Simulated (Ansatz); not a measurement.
Data:

Ga:
```cif
data_Ga
_chemical_formula_sum 'Ga1'
_space_group_name_H-M_alt 'Pm-3m'
_space_group_IT_number 221
_space_group_name_Hall '-P 4 2 3'
_cell_length_a 2.72292
_cell_length_b 2.72292
_cell_length_c 2.72292
_cell_angle_alpha 90.000
_cell_angle_beta 90.000
_cell_angle_gamma 90.000
loop_
_atom_site_label
_atom_site_type_symbol
_atom_site_symmetry_multiplicity
_atom_site_Wyckoff_symbol
_atom_site_fract_x
_atom_site_fract_y
_atom_site_fract_z
_atom_site_occupancy
Ga1 Ga 1 b 0.50000 0.50000 0.50000 1
```

This is the PBE-relaxed structure.

Task: All from DFT-PBE in the program Ansatz with PAW potentials, unless another level is named. Estimate the bulk modulus (Birch–Murnaghan fit).

Result: 44.9 GPa.

Task: Predict the elastic constants (relaxed ions, GPa).

Result: C11 = 98.9, C12 = 17.9, C44 = -9.4.

A made-up cell: these elements were put on the sites of a structure type; neither database checked (COD, Materials Project) lists it. It is not the phase usual at ambient conditions (space group No. 64). The cell was relaxed with PBE under the symmetry of its start. At this level the phase is mechanically unstable. As this level gives no gap, shear constants depend on the k-mesh and smearing (Fermi–Dirac, 0.1 eV here).

Potentials: the later of the program's two PAW sets.
